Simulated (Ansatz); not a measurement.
The cell below belongs to a search over invented structures; it isn't taken from experiment.

Input and command of a plane-wave DFT calculation in Ansatz:

```yaml
crystal:
  lattice:
    - [1.9936817525, 1.1510526965, 16.2223019137]
    - [-1.9936817525, 1.1510526965, 16.2223019137]
    - [0.0, -2.302105393, 16.2223019137]
  atoms:
    - { symbol: Si, position: [0.5736583949, 0.5736583949, 0.5736583949] }
    - { symbol: Si, position: [0.2253698027, 0.2253698027, 0.2253698027] }
    - { symbol: Si, position: [0.4263416051, 0.4263416051, 0.4263416051] }
    - { symbol: Si, position: [0.7746301973, 0.7746301973, 0.7746301973] }
    - { symbol: Ge, position: [0.1755245849, 0.1755245849, 0.1755245849] }
    - { symbol: Ge, position: [0.8244754151, 0.8244754151, 0.8244754151] }
    - { symbol: Ge, position: [0.9745443549, 0.9745443549, 0.9745443549] }
    - { symbol: Ge, position: [0.6235392591, 0.6235392591, 0.6235392591] }
    - { symbol: Ge, position: [0.0254556451, 0.0254556451, 0.0254556451] }
    - { symbol: Ge, position: [0.3764607409, 0.3764607409, 0.3764607409] }
basis:
  ecutwfc: 420
kpoints:
  mp_grid: { grid: [12, 12, 12] }
hamiltonian:
  xc: pbe
scf:
  occupations: { method: gaussian, width: 0.01 }
output:
  forces: true
  stress: true
  eigenvalues: true
relax:
  adjacent_minimum: "off"
  f_tol: 0.01
  max_steps: 80
  cell: { stress_tol: 0.05 }
```

```bash
ansatz run input.yaml --threads 1 --pin off --max-ram 2560MiB --backend cpu --events-out ev --progress --plain --runs-dir out
```

Processor: Intel(R) Xeon(R) 6975P-C (Granite Rapids), 1 thread, on a host shared with other jobs.

How long does it run, and how much memory does it take?

About 4.6 min, peak memory 1.7 GiB. It solves 60 bands at 189 k points (after reduction by symmetry) with about 4405 plane waves (on the last cell), in 26 SCF iterations over 4 ionic steps.
